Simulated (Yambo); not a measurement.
G0W0@LDA for CsLiSO$_{5}$H$_{4}$ (space group Cm, No. 8) in Yambo. Reference settings: 2×2×2 Γ-centred k mesh, bands 2 to 226 and a 7 Ry block in the screening, 226 bands in G with the Bruneval-Gonze terminator, plasmon pole fitted at 27.2 eV. The LDA gap (-0.5, -0.5, -0.5) → Γ on this mesh is 4.24 eV; G0W0 gaps are taken between the same points.

With and without the terminator, as bands are cut:

```tsv
bands in G (in W)	gap, terminator (eV)	gap, none (eV)	valence shift, terminator (eV)	valence shift, none (eV)
56 (56)	7.143	6.970	-1.144	-0.731
86 (86)	6.919	6.750	-1.209	-0.844
126 (126)	6.852	6.700	-1.295	-0.999
176 (176)	6.842	6.719	-1.364	-1.131
226 (226)	6.843	6.743	-1.401	-1.214
```

Over this range the gap spans 0.301 eV with the terminator and 0.270 eV without, the valence shift 0.257 eV and 0.483 eV. Neither column has reached its limit for certain.

Geometry of the Materials Project entry, not relaxed at this level; primitive cell a = 6.710 Å, b = 6.710 Å, c = 4.812 Å, α = 107.13°, β = 107.13°, γ = 50.65°.

A shift is the quasiparticle energy of the state minus its LDA energy.
